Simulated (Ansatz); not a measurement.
Structure: In3GaP4 as one 8-atom ordering (R3m) on the zincblende lattice, at its r2SCAN minimum. Ga has 4 P at 2.36–2.47 Å; In has 4 P at 2.53–2.56 Å; In has 4 P at 2.53–2.55 Å; P has 3 Ga at 2.47 Å and 1 In at 2.56 Å; P has 4 In at 2.53–2.55 Å; P has 1 Ga at 2.36 Å and 3 In at 2.53 Å.

Space group R3m:H (No. 160). a = 4.098 Å, b = 4.098 Å, c = 40.248 Å, α = 90.00°, β = 90.00°, γ = 120.00°

| atom | site | symmetry | x | y | z |
| --- | --- | --- | --- | --- | --- |
| Ga | 3a | 3m | 0.6667 | 0.3333 | 0.3330 |
| In | 3a | 3m | 0.6667 | 0.3333 | 0.0809 |
| In | 3a | 3m | 0.3333 | 0.6667 | 0.1666 |
| In | 3a | 3m | 0.0000 | 0.0000 | 0.2522 |
| P | 3a | 3m | 0.6667 | 0.3333 | 0.0172 |
| P | 3a | 3m | 0.3333 | 0.6667 | 0.1033 |
| P | 3a | 3m | 0.0000 | 0.0000 | 0.1889 |
| P | 3a | 3m | 0.6667 | 0.3333 | 0.2744 |

3 runs of Ansatz 0.2.0 on this cell differ in the functional (and in the settings that go with it). Levels are in eV from each run's valence top; v1 is the last filled band, c1 the first empty one.

Run A, mean stress -0.2 GPa (compression positive):

| point | v4 | v3 | v2 | v1 | c1 | c2 |
| --- | --- | --- | --- | --- | --- | --- |
| Γ | -0.54 | -0.06 | 0.00 | 0.00 | 1.95 | 2.70 |
| T | -0.28 | -0.28 | -0.15 | -0.15 | 2.27 | 3.24 |
| H₂ | -2.31 | -2.25 | -2.04 | -1.94 | 4.02 | 4.05 |
| L | -2.08 | -1.98 | -1.43 | -1.33 | 3.03 | 3.53 |
| S₀ | -2.37 | -2.20 | -2.08 | -1.90 | 3.90 | 4.36 |
| F | -2.05 | -1.87 | -1.13 | -1.09 | 2.74 | 3.01 |

Run B, mean stress +1.8 GPa (compression positive):

| point | v4 | v3 | v2 | v1 | c1 | c2 |
| --- | --- | --- | --- | --- | --- | --- |
| Γ | -0.49 | -0.13 | 0.00 | 0.00 | 0.52 | 1.24 |
| T | -0.26 | -0.26 | -0.13 | -0.13 | 0.84 | 1.78 |
| H₂ | -2.11 | -2.06 | -1.87 | -1.77 | 2.60 | 2.64 |
| L | -1.95 | -1.85 | -1.30 | -1.20 | 1.65 | 2.21 |
| S₀ | -2.16 | -2.01 | -1.91 | -1.74 | 2.49 | 2.90 |
| F | -1.85 | -1.69 | -1.06 | -0.98 | 1.33 | 1.70 |

Run C, mean stress 0.0 GPa (compression positive):

| point | v4 | v3 | v2 | v1 | c1 | c2 |
| --- | --- | --- | --- | --- | --- | --- |
| Γ | -0.51 | -0.13 | 0.00 | 0.00 | 0.90 | 1.62 |
| T | -0.26 | -0.26 | -0.13 | -0.13 | 1.14 | 2.17 |
| H₂ | -2.20 | -2.14 | -1.94 | -1.84 | 2.90 | 2.93 |
| L | -1.99 | -1.89 | -1.35 | -1.24 | 1.90 | 2.46 |
| S₀ | -2.25 | -2.09 | -1.98 | -1.80 | 2.78 | 3.21 |
| F | -1.93 | -1.75 | -1.10 | -1.02 | 1.65 | 1.96 |

Question: Match the runs to PBE, r2SCAN, PBE0.

Answer: A is PBE0, B is PBE, C is r2SCAN. In order of the gap: PBE 0.52, r2SCAN 0.90, PBE0 1.95 eV.

Simulation only: spin-unpolarised, and no claim that this is the phase found in nature.

The runs are scalar-relativistic, without spin-orbit coupling.

The stress of a hybrid is loosely converged in these runs.
